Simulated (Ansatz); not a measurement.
SiRh2:
```cif
data_Rh8Si4
_chemical_formula_sum 'Si4 Rh8'
_space_group_name_H-M_alt 'Pnma'
_space_group_IT_number 62
_space_group_name_Hall '-P 2ac 2n'
_cell_length_a 5.45845
_cell_length_b 3.92002
_cell_length_c 7.36414
_cell_angle_alpha 90.000
_cell_angle_beta 90.000
_cell_angle_gamma 90.000
loop_
_atom_site_label
_atom_site_type_symbol
_atom_site_symmetry_multiplicity
_atom_site_Wyckoff_symbol
_atom_site_fract_x
_atom_site_fract_y
_atom_site_fract_z
_atom_site_occupancy
Si1 Si 4 c 0.22331 0.75000 0.39342 1
Rh1 Rh 4 c 0.47300 0.25000 0.19600 1
Rh2 Rh 4 c 0.15850 0.75000 0.06970 1
```

Relaxed at zero pressure with plane-wave PAW r²SCAN (Ansatz code).

Problem. The volume is lowered by 6 % and shape and atoms relax at that volume. What pressure results, and how do the axes share the change?

Solution. 17.1 GPa; a -3.8 %, b -1.5 %, c -0.9 %; the energy rises by 39 meV/atom.

Problem. Give the new structure.

Solution. 
Space group Pnma (No. 62); a = 5.2534 Å, b = 3.8626 Å, c = 7.2993 Å, α = β = γ = 90.00°

```
atom  site  symmetry       x       y       z
----  ----  --------  ------  ------  ------
Si      4c       .m.  0.2140  0.7500  0.3951
Rh      4c       .m.  0.4720  0.2500  0.2016
Rh      4c       .m.  0.1624  0.7500  0.0693
```

The phase is kept; no other phase was compared at this pressure.

The workflow started from a Materials Project entry (that database holds measured and hypothetical structures alike); the Crystallography Open Database copy checked does not list it. Whether it is the stable phase at ambient conditions was not checked. The r²SCAN relaxation kept the symmetry of its start; its stability against distortions is not shown here. The run is not spin-polarised.

Potentials: the later of the program's two PAW sets.
